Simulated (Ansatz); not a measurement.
Below is a relaxed structure of LiOs2. The cell was found from a structure generator's guess, not taken from experiment.

Method: DFT PBE, scalar-relativistic, plane waves, PAW in Ansatz. Cutoff 420 eV, Γ-centred mesh, Gaussian smearing, no spin polarisation.

```cif
data_structure
_symmetry_space_group_name_H-M 'P 1'
_symmetry_Int_Tables_number 1
_cell_length_a 4.5632
_cell_length_b 4.5632
_cell_length_c 4.5632
_cell_angle_alpha 145.020
_cell_angle_beta 131.691
_cell_angle_gamma 61.023
_cell_volume 40.27
loop_
_atom_site_label
_atom_site_type_symbol
_atom_site_fract_x
_atom_site_fract_y
_atom_site_fract_z
_atom_site_occupancy
Li1 Li 0.00000 0.00000 0.00000 1
Os1 Os 0.67449 0.67449 0.00000 1
Os2 Os 0.32551 0.32551 0.00000 1
```

The zero of energy is the elements' standard structures at the same level; no fitted shifts are applied.

**Question.** Find its symmetry and describe it.

**Answer.** Immm (No. 71). Conventional cell: a = 2.743 Å, b = 3.735 Å, c = 7.863 Å. Li has 10 Os at 2.56–2.69 Å and 2 Li at 2.74 Å; around Os lie 5 Li at 2.56–2.69 Å and 7 Os at 2.60–2.74 Å.

**Question.** How far does it lie from the elements in energy?

**Answer.** +0.23 eV/atom. The separate elements lie lower, so it is unstable against them.

**Question.** Is it a metal?

**Answer.** Yes, bands cross the Fermi level on the 20×20×20 mesh.

The last run used a 20×20×20 mesh for its 3-atom cell and Gaussian smearing of 0.10 eV. Spin–orbit coupling, which can matter for Os, is left out. This cell was reached by moving the atoms of another relaxed cell at random and relaxing again, last within the group found; it had no such test of its own.
